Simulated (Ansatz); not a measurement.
Here is the system:

TlBr:
```
TlBr
1.0
    5.70847     0.00000     0.00000
   -2.85424     4.94368     0.00000
    0.00000     0.00000     6.74459
Tl Br
2 2
Direct
  0.66667   0.33333   0.75000
  0.33333   0.66667   0.25000
  0.66667   0.33333   0.25000
  0.33333   0.66667   0.75000
```

This is the PBE-relaxed structure.

**Question.** All from PBE (plane waves, PAW; program Ansatz), unless another level is named. Give the weight of the valence-edge state by species (Voronoi cells).

**Answer.** Br 73 %, Tl 27 %.

**Question.** What about the valence-band maximum?

**Answer.** at H.

**Question.** Next, the weight of the conduction-edge state by species (Voronoi cells)?

**Answer.** Tl 69 %, Br 31 %.

Space group P6_3/mmc. A made-up cell: these elements were put on the sites of a structure type; neither database checked (COD, Materials Project) lists it. COD files the formula under space group No. 221, so this cell is another polymorph or a model. Its standing as an ambient phase is unchecked. Symmetry was held in the PBE relaxation; its stability against distortions is not shown here. Scalar-relativistic: spin–orbit coupling is off unless named, which matters more the heavier the elements.

Potentials: the later of the program's two PAW sets.
